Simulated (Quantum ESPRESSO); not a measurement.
Pt3Ti2WIr2, one composition in several site orders

Simulated, not a measurement. The program is pw.x of Quantum ESPRESSO 7.5 (plane-wave density functional theory). The cell is made up: eight metal atoms on a face-centred cubic lattice, with elements, volume, strain and displacements drawn at random and not relaxed, so it may be unstable or far from any real phase. PseudoDojo standard norm-conserving files set the functional (PBE unless stated); there is no spin polarisation or spin-orbit coupling, the Fermi-Dirac width of 0.25 eV means electrons at about 2900 K, and the masses in the input are unused placeholders. Heavy elements are run without spin-orbit coupling, which real alloys of them have. A spin test at this wide smearing found no moment, but such smearing suppresses magnetism that the real alloy may have.

The runs put one composition on the sites in different orders. Cell, positions, cutoff, mesh and smearing stay as in the input of run 1; sites are counted in its order. Stress in the tables is positive in tension.

Input of run 1:

```
&control calculation='scf', pseudo_dir='./dojo.nc.sr.pbe.v0_5.standard.upf', outdir='./o', disk_io='minimal', tprnfor=.true., tstress=.true. /
&system ibrav=0, nat=8, ntyp=4, nbnd=81, ecutwfc=84.00895049, nosym=.true., tot_charge=0,
 occupations='smearing', smearing='fd', degauss=0.0183746611
/
&electrons conv_thr=1.470e-08, electron_maxstep=70, mixing_beta=0.5 /
ATOMIC_SPECIES
Ir 1.0 Ir.upf
Pt 1.0 Pt.upf
Ti 1.0 Ti.upf
W 1.0 W.upf
CELL_PARAMETERS angstrom
1.9804 3.9181 1.9699
1.9898 -3.9525 2.0293
1.9441 0.0422 -5.9579
ATOMIC_POSITIONS angstrom
Pt 0.0185 0.0272 -0.0153
Pt 1.9953 -1.957 0.0378
Ti 2.0092 -0.014 -1.9468
Pt 4.0002 -2.0007 -1.9958
W 2.0153 -0.0333 2.0197
Ir 1.9827 1.9541 -0.0466
Ir 3.946 -0.0057 0.0465
Ti 3.8837 1.9629 -1.9347
K_POINTS automatic
6 6 4 1 1 1
```

```
run  elements on sites 1 to 8  free energy less that of run 1 (eV)  -TS (eV)  pressure (GPa)  stress xx (GPa)  stress yy (GPa)  stress zz (GPa)  stress yz (GPa)  stress xz (GPa)  stress xy (GPa)  iterations
  1    Pt Pt Ti Pt W Ir Ir Ti                                0.000    -1.423           -1.05             2.01            -1.75             2.90            -2.80             2.36            -1.20          18
  2    Pt W Ti Pt Ir Pt Ir Ti                                0.360    -1.641           -0.65             1.03            -1.37             2.29            -1.93             3.55            -0.66          19
  3    Pt Pt Ir Ti Ir W Pt Ti                               -0.555    -1.354           -1.89             1.19             2.89             1.59            -1.90             0.74            -0.54          17
  4    Pt Ir W Ir Pt Pt Ti Ti                                0.569    -1.613           -0.11             0.51            -0.98             0.80            -1.57             3.25             0.33          17
  5    W Pt Pt Ir Pt Ir Ti Ti                               -0.299    -1.354           -1.14             1.61            -0.20             2.00            -1.08             2.83             0.97          18
  6    Pt Ti Ti Ir W Pt Pt Ir                                0.222    -1.619           -0.86             0.70             0.05             1.84            -0.94             3.43             0.41          18
```

Forces Fx Fy Fz (eV/Å):

| site | run 1 | run 2 | run 3 | run 4 | run 5 | run 6 |
| --- | --- | --- | --- | --- | --- | --- |
| 1 | -0.35 -0.50 0.17 | -0.02 -0.50 -0.07 | -0.26 -0.30 0.32 | -0.47 -0.49 0.48 | 1.06 -0.34 -1.01 | 0.23 -0.49 -0.30 |
| 2 | -0.10 -0.19 -0.15 | 0.50 -0.24 -0.67 | -0.11 -0.28 -0.03 | 0.73 -0.07 -1.07 | -0.07 -0.22 -0.22 | -0.17 -0.24 -0.01 |
| 3 | -1.04 0.00 0.70 | -0.27 -0.01 -0.11 | -0.26 -0.01 -0.35 | -0.78 -0.11 0.38 | -0.22 -0.01 -0.23 | -0.22 0.04 -0.20 |
| 4 | -0.35 0.42 0.55 | -1.00 0.48 1.25 | -0.73 0.22 0.72 | -0.94 0.36 0.95 | -0.27 0.22 0.19 | -0.53 0.41 0.67 |
| 5 | 1.27 0.03 -1.55 | -0.28 0.03 0.01 | -0.27 0.10 -0.04 | -0.68 0.08 0.49 | -0.28 0.11 0.20 | -0.21 0.15 0.01 |
| 6 | 0.20 0.10 0.44 | 0.93 0.14 -0.34 | 0.01 0.15 0.50 | 0.72 0.06 -0.10 | -0.10 0.11 0.77 | -0.10 0.13 0.63 |
| 7 | -0.09 -0.10 0.13 | -0.27 -0.09 0.31 | 0.53 -0.02 -0.26 | -0.23 0.07 0.52 | -0.59 0.02 0.71 | -0.19 -0.03 0.25 |
| 8 | 0.45 0.24 -0.29 | 0.40 0.18 -0.37 | 1.08 0.14 -0.87 | 1.65 0.10 -1.65 | 0.48 0.12 -0.40 | 1.19 0.04 -1.04 |

The sites are displaced and not relaxed, so the energy differences mix bonding between neighbours with strain and are not ordering energies. A rerun of one cell of this series at a higher cutoff and on a denser mesh moved values by no more than 0.003 eV in energy, 0.07 GPa in stress and 0.007 eV/Å in force, and a second program with other atomic files agreed on that cell to 2 % rms in force and 0.5 GPa in pressure.